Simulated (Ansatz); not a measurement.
SnS₂ (rutile, space group No. 136) at seven volumes, PBE (plane waves, PAW; program Ansatz), shape and atoms relaxed at each. One row is withheld.

```
V (Å³/atom)  P (GPa)
-----------  -------
22.188          6.43
22.919          3.79
23.651          1.67
24.382          0.00
25.114         -1.24
25.845             ?
26.577         -2.56
```

Problem. Fit the shown pressures and predict the withheld one.

Solution. P = (3/2)B₀(x^(7/2) − x^(5/2))[1 + (3/4)(B′ − 4)(x − 1)] with x = (V₀/V)^(2/3). Least squares on the six rows gives V₀ = 24.397 Å³/atom, B₀ = 45.4 GPa, B′ = 8.95. At V = 25.845, x = 0.9623 and P = -2.01 GPa. The run itself gave -2.08 GPa.

Space group P4_2/mnm (rutile). The cell is a constructed one: a structure type filled with these elements; neither database checked (COD, Materials Project) lists it. It is not the phase usual at ambient conditions (space group No. 164). The cell was relaxed with PBE under the symmetry of its start; whether a distortion lowers the energy is not shown. Scalar-relativistic: spin–orbit coupling is off unless named, which matters more the heavier the elements.

Potentials: the later of the program's two PAW sets.
